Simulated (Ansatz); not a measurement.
MgF2 (rutile, space group No. 136), PBEsol in the plane-wave PAW code Ansatz. The conduction-band minimum lies at Γ, with 1 equivalent valley. Second derivatives d²E/dk² of the lowest band at one valley (eV·Å²), along Cartesian directions:

```
direction  d²E/dk²
---------  -------
[100]        14.33
[010]        14.33
[001]        15.00
[110]        14.33
[101]        14.66
[011]        14.66
```

Find the principal effective masses, the density-of-states mass and the conductivity mass.

Off-diagonal terms follow from H_xy = H[110] − (H_xx + H_yy)/2, and m*/mₑ = 7.620 eV·Å² over each eigenvalue: 0.51, 0.53, 0.53. One valley's DOS mass (m₁m₂m₃)^(1/3) = 0.52, conductivity mass 3/(Σ 1/mᵢ) = 0.52 mₑ.

What effective density of states Nc follows at 300 K for parabolic valleys?

Nc = 2.509e19 × 1 × (0.52)^(3/2) ≈ 9.4e18 cm⁻³.

Space group P4_2/mnm (rutile). Symmetry was held in the PBEsol relaxation.

Potentials: the earlier of the program's two PAW sets.

Edges and masses are those of Kohn–Sham bands, whose gap is no quasiparticle gap.
